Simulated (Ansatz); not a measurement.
Cs$_{2}$HgSe$_{2}$ in space group Pbam (No. 55; Hg on 2a, Cs on 4h, Se on 4g), r²SCAN (plane waves, PAW; program Ansatz). The conduction-band minimum lies at Γ, with 1 equivalent valley. Second derivatives d²E/dk² of the lowest band at one valley (eV·Å²), along Cartesian directions:

```
direction  d²E/dk²
---------  -------
[100]        26.38
[010]        11.54
[001]        10.39
[110]        18.96
[101]        18.38
[011]        10.96
```

### Question
Find the principal effective masses, the density-of-states mass and the conductivity mass.

### Answer
Off-diagonal terms follow from H_xy = H[110] − (H_xx + H_yy)/2, and m*/mₑ = 7.620 eV·Å² over each eigenvalue: 0.29, 0.66, 0.73. One valley's DOS mass (m₁m₂m₃)^(1/3) = 0.52, conductivity mass 3/(Σ 1/mᵢ) = 0.47 mₑ.

### Question
What effective density of states Nc follows at 300 K for parabolic valleys?

### Answer
Nc = 2.509e19 × 1 × (0.52)^(3/2) ≈ 9.4e18 cm⁻³.

The workflow started from an entry of the Crystallography Open Database (COD, 100 K). Whether it is the stable phase at ambient conditions was not checked. The r²SCAN relaxation kept the symmetry of its start; whether a distortion lowers the energy is not shown. Spin–orbit coupling is left out wherever it is not named.

Potentials: the later of the program's two PAW sets.

Edges and masses are those of Kohn–Sham bands, whose gap is no quasiparticle gap.
